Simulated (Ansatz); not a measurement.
Density of states of a Cu5Si3 cell (a random packing after short dynamics, relaxed), per eV and atom, broadened by Gaussian smearing of width 0.1 eV and averaged over bins of 0.2 eV, from 8 eV under the Fermi level at most up to where the solved bands end.

Computed with DFT PBE, scalar-relativistic, plane waves, PAW (Ansatz 0.2.0).

Settings: cutoff 420 eV, Γ-centred mesh 6×6×6 on the computed 16-atom cell, Gaussian smearing of 0.02 eV; no spin polarisation.

```yaml
crystal:
  lattice:
    - [6.03159, -0.01043, -0.04004]
    - [-0.01189, 5.89527, -0.01651]
    - [-0.03991, -0.01446, 6.04842]
  atoms:
    - { symbol: Cu, position: [0.45215, 0.27133, 0.63440] }
    - { symbol: Cu, position: [0.77735, 0.48325, 0.49954] }
    - { symbol: Cu, position: [0.77121, 0.22089, 0.89024] }
    - { symbol: Cu, position: [0.70567, 0.92060, 0.52753] }
    - { symbol: Cu, position: [0.05474, 0.19656, 0.61814] }
    - { symbol: Cu, position: [0.63240, 0.62997, 0.85816] }
    - { symbol: Cu, position: [0.31774, 0.90232, 0.75741] }
    - { symbol: Cu, position: [0.52278, 0.34341, 0.19828] }
    - { symbol: Cu, position: [0.25308, 0.64905, 0.09057] }
    - { symbol: Cu, position: [0.27432, 0.00037, 0.33489] }
    - { symbol: Si, position: [0.03752, 0.61777, 0.75502] }
    - { symbol: Si, position: [0.55935, 0.94200, 0.08603] }
    - { symbol: Si, position: [0.87637, 0.68390, 0.18574] }
    - { symbol: Si, position: [0.19601, 0.24702, 0.98567] }
    - { symbol: Si, position: [0.38820, 0.62754, 0.47111] }
    - { symbol: Si, position: [0.90387, 0.16501, 0.25938] }
```

```tsv
E − E_F (eV)	total	Cu 3d	Si 3p	Cu 4s	Si 3s
-7.95	0.168	0.027	0.038	0.023	0.078
-7.75	0.186	0.032	0.046	0.028	0.079
-7.55	0.196	0.036	0.052	0.032	0.074
-7.35	0.171	0.033	0.047	0.030	0.060
-7.15	0.107	0.021	0.032	0.023	0.030
-6.95	0.185	0.032	0.071	0.055	0.024
-6.75	0.228	0.046	0.093	0.063	0.024
-6.55	0.241	0.057	0.101	0.059	0.021
-6.35	0.349	0.094	0.146	0.077	0.028
-6.15	0.388	0.124	0.157	0.072	0.031
-5.95	0.351	0.127	0.141	0.056	0.023
-5.75	0.482	0.207	0.179	0.064	0.027
-5.55	0.588	0.298	0.191	0.067	0.026
-5.35	0.706	0.418	0.193	0.067	0.022
-5.15	0.975	0.660	0.218	0.069	0.020
-4.95	1.228	0.921	0.218	0.064	0.016
-4.75	1.357	1.099	0.172	0.059	0.015
-4.55	1.821	1.570	0.166	0.056	0.015
-4.35	2.246	2.014	0.149	0.049	0.016
-4.15	2.392	2.173	0.136	0.044	0.017
-3.95	2.390	2.175	0.133	0.040	0.017
-3.75	2.154	1.971	0.114	0.034	0.015
-3.55	2.376	2.210	0.101	0.030	0.015
-3.35	2.512	2.345	0.100	0.028	0.018
-3.15	2.790	2.625	0.093	0.029	0.022
-2.95	2.484	2.331	0.083	0.029	0.023
-2.75	2.145	1.988	0.083	0.031	0.027
-2.55	1.657	1.480	0.094	0.035	0.032
-2.35	1.051	0.854	0.108	0.036	0.038
-2.15	0.832	0.582	0.147	0.043	0.041
-1.95	0.710	0.434	0.167	0.046	0.040
-1.75	0.553	0.287	0.166	0.041	0.034
-1.55	0.477	0.213	0.168	0.039	0.031
-1.35	0.411	0.159	0.163	0.034	0.027
-1.15	0.401	0.137	0.166	0.037	0.028
-0.95	0.332	0.099	0.139	0.035	0.027
-0.75	0.352	0.096	0.151	0.039	0.030
-0.55	0.260	0.064	0.116	0.028	0.023
-0.35	0.272	0.062	0.120	0.032	0.026
-0.15	0.253	0.055	0.117	0.026	0.025
0.05	0.294	0.058	0.130	0.035	0.034
0.25	0.329	0.061	0.139	0.045	0.043
0.45	0.300	0.051	0.130	0.041	0.039
0.65	0.294	0.046	0.124	0.043	0.040
0.85	0.304	0.044	0.127	0.045	0.044
1.05	0.309	0.040	0.126	0.051	0.043
1.25	0.317	0.038	0.128	0.056	0.041
1.45	0.320	0.035	0.126	0.063	0.038
```

The columns after the total are the largest Löwdin projections on the valence shells of the potentials, so they needn't add up, and the weight of a shell that a potential lacks goes to other orbitals. The cell has no gap on the mesh.

The smearing is narrow for a metal on this mesh.

Cost: 2 runs of about 18 core-minutes in all (earlier runs that led there not counted), on Arm Neoverse V2 (shared hosts).